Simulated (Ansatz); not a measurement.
# Hf2N (P4_2/mnm): electronic heat capacity and spin susceptibility from the density of states

Computed with DFT PBEsol, scalar-relativistic, plane waves, PAW in Ansatz 0.2.0.

Plane waves to 420 eV, a k mesh through Γ of 8×8×12 on the computed 6-atom cell and Gaussian smearing (0.10 eV); no spin polarisation.

Relaxed cell: P4_2/mnm, a = 5.296 Å, b = 5.296 Å, c = 3.227 Å, α = 90.00°, β = 90.00°, γ = 90.00°, 6 atoms in the primitive cell. Whether it is the stable form of this composition wasn't checked.

The density of states at the Fermi level is 2.707 states/eV in the cell of 6 atoms (2 formula units; both spins, tetrahedra on a 12×12×18 mesh).

What Sommerfeld coefficient and Pauli susceptibility does this give?

Per formula unit N(E_F) = 1.353 states/eV. γ = (π²/3) k_B² N(E_F) N_A = 2.357 mJ/(mol K²) per state/eV, so γ = 3.2 mJ/(mol K²), a mole of formula units. χ_P = μ_B² N(E_F) N_A = 3.23×10⁻⁵ emu/mol per state/eV gives 4.4×10⁻⁵ emu/mol. This is the bare band result: a measured γ of the same phase is as a rule larger by a factor 1 + λ from phonons and spin fluctuations, the spin part of χ is larger by the Stoner factor, and a measured χ also holds orbital and core terms. N(E_F) at one energy is sensitive to the mesh where the density of states has sharp peaks.

Spin-orbit coupling is left out, which matters for the bands of heavy elements.